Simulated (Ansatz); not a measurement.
## Profile along the Gd–Gd line in Gd (hcp, Mg type)

Gd (hcp, Mg type)

```xyz
2
Lattice="3.6483 0.0000 0.0000 -1.8241 3.1595 0.0000 0.0000 0.0000 5.8356" Properties=species:S:1:pos:R:3 pbc="T T T"
Gd     0.0000     2.1063     4.3767
Gd     1.8241     1.0532     1.4589
```

Fields along a shortest Gd–Gd line of a (0001) plane (3.65 Å), from Gd to Gd, interpolated on the slice's grid (step about 0.2 Å). Calculation: PBE (plane waves to 420 eV, PAW, scalar-relativistic; Ansatz, a quantum-chemistry and plane-wave program). k mesh 15×15×8. Inside the PAW spheres the values are not all-electron values, and peaks at nuclei hang on which shells count as valence. Gd was relaxed with its symmetry unable to fall. Relaxed Gd ends ferromagnetic. The magnetic order is the one the run started from; other orders were not tried. The filling of the f shell was not checked against other fillings, so treat energies with care.

```
distance from Gd (Å)  valence electron density (e/Å³)  spin density, up minus down (e/Å³)  electron localisation function  ELF of the up spins  ELF of the down spins
--------------------  -------------------------------  ----------------------------------  ------------------------------  -------------------  ---------------------
0.00                                            13.76                               15.37                               x                    x                      x
0.36                                             9.79                                7.83                               x                    x                      x
0.73                                             2.77                                0.82                            0.81                 0.75                   0.89
1.10                                             0.46                                0.07                            0.37                 0.33                   0.43
1.46                                             0.13                                0.03                            0.12                 0.14                   0.10
1.82                                             0.10                                0.02                            0.20                 0.24                   0.13
2.19                                             0.13                                0.03                            0.12                 0.14                   0.10
2.56                                             0.46                                0.07                            0.37                 0.33                   0.43
2.92                                             2.77                                0.82                            0.81                 0.75                   0.89
3.29                                             9.79                                7.83                               x                    x                      x
3.65                                            13.76                               15.37                               x                    x                      x
```

x: too close to a nucleus for the ELF to mean much.

Density on the Gd–Gd line (3.65 Å) at its midpoint: 0.10 e/Å³. ELF at that point: 0.20.
